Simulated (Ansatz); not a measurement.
Total density of states per atom from the program Ansatz at the r²SCAN level (PAW), in 0.25 eV bins, energy from the valence-band maximum:

```
E (eV) | states/eV/atom
    -7.85 | ####### 0.36
    -7.60 | ### 0.15
    -7.35 | ######## 0.40
    -7.10 | ##### 0.25
    -6.85 | ############################## 1.48
    -6.60 | ##### 0.25
    -6.35 |  0.00
    -6.10 |  0.00
    -5.85 |  0.00
    -5.60 |  0.00
    -5.35 |  0.00
    -5.10 |  0.00
    -4.85 |  0.00
    -4.60 |  0.00
    -4.35 |  0.00
    -4.10 |  0.00
    -3.85 |  0.00
    -3.60 |  0.00
    -3.35 |  0.00
    -3.10 |  0.00
    -2.85 |  0.00
    -2.60 |  0.00
    -2.35 |  0.00
    -2.10 | ### 0.16
    -1.85 | ################### 0.94
    -1.60 | ########## 0.51
    -1.35 | ############# 0.64
    -1.10 | ##################### 1.06
    -0.85 | ############# 0.65
    -0.60 | ################# 0.85
    -0.35 | ################### 0.92
    -0.10 | ############## 0.67
     0.15 |  0.00
     0.40 |  0.00
     0.65 |  0.00
     0.90 |  0.00
     1.15 |  0.00
     1.40 |  0.00
     1.65 |  0.00
     1.90 |  0.00
     2.15 |  0.00
     2.40 |  0.00
     2.65 |  0.00
     2.90 |  0.00
     3.15 |  0.00
     3.40 |  0.00
     3.65 |  0.00
     3.90 |  0.00
     4.15 |  0.00
     4.40 |  0.00
     4.65 |  0.00
     4.90 |  0.00
     5.15 | ############## 0.69
     5.40 | #################### 1.01
     5.65 | ######## 0.40
     5.90 | ######### 0.45
     6.15 | ####### 0.36
     6.40 | ######## 0.38
     6.65 | ########## 0.49
     6.90 | ###### 0.31
     7.15 | ####### 0.36
     7.40 | ##### 0.24
     7.65 | ####### 0.34
     7.90 | ######### 0.42
     8.15 | ############# 0.64
     8.40 | ############# 0.63
     8.65 | ########## 0.48
     8.90 | ############ 0.59
     9.15 | ############ 0.61
     9.40 | ######### 0.45
     9.65 | ######### 0.42
     9.90 | ########### 0.53
```

**Question.** Pick the material that matches.
A. LiC6, P6/mmm (Li on 1a, C on 6k)
B. GeMo2C, P6_3/mmc (Ge on 2d, Mo on 4f, C on 2a)
C. C, Fd-3m (C on 8b, C on 32e)
D. SiMo2C, P6_3/mmc (Si on 2d, Mo on 4f, C on 2a)

**Answer.** C, C, Fd-3m (C on 8b, C on 32e). Top 1 eV of the valence band: C 2p 96 %. Bottom 1 eV of the conduction band: C 2p 84 %, C 2s 10 %, outside the projected shells 5 %. Projections are on Löwdin-orthogonalised atomic valence shells; empty p or d shells of many metals are not among them.

The start of the workflow was typed in or built on a structure type. Its sites differ from those of the usual phase in this space group: another stacking or structure type. The r²SCAN relaxation kept the symmetry of its start; whether a distortion lowers the energy is not shown.

Potentials: the earlier of the program's two PAW sets.
